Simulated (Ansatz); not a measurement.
This ZnCd3Te2 structure is the end of a relaxation. The cell was found from a structure generator's guess, not taken from experiment.

All numbers below come from DFT PBE, scalar-relativistic, plane waves, PAW in Ansatz 0.2.0. Cutoff 420 eV, Γ-centred mesh, Gaussian smearing, no spin polarisation.

```xyz
6
Lattice="7.4398 0.0000 0.0000 -3.7199 6.4430 0.0000 0.0000 0.0000 4.2750" Properties=species:S:1:pos:R:3 pbc="T T T"
Zn    0.0000    0.0000    2.1375
Cd    1.8599    3.2215    2.1375
Cd    3.7199    0.0000    2.1375
Cd   -1.8599    3.2215    2.1375
Te    3.7199    2.1477    0.0000
Te    0.0000    4.2953    0.0000
```

The zero of energy is the elements' standard structures at the same level; no fitted shifts are applied.

(1) Find its symmetry and describe it.

(2) What is its formation energy per atom?

(3) Is it a metal?

Answers

(1) P6/mmm (No. 191). Conventional cell: a = 7.440 Å, c = 4.275 Å. Zn has 6 Cd at 3.72 Å and 2 Zn at 4.27 Å; Cd is surrounded by 4 Te at 3.03 Å, 2 Zn at 3.72 Å, 4 Cd at 3.72 Å and 2 Cd at 4.27 Å; Te is surrounded by 6 Cd at 3.03 Å.

(2) +0.07 eV/atom. It can't be a ground state, since the elements alone are lower.

(3) Yes, bands cross the Fermi level on the 6×6×10 mesh.

The last run used a 6×6×10 mesh (in the run's order of axes) for its 6-atom cell and Gaussian smearing of 0.10 eV. Spin–orbit coupling, which can matter for Te, is left out. The reference form of Te is held partly by dispersion forces, which this level lacks. A structure relaxed within its symmetry needn't be a true minimum.
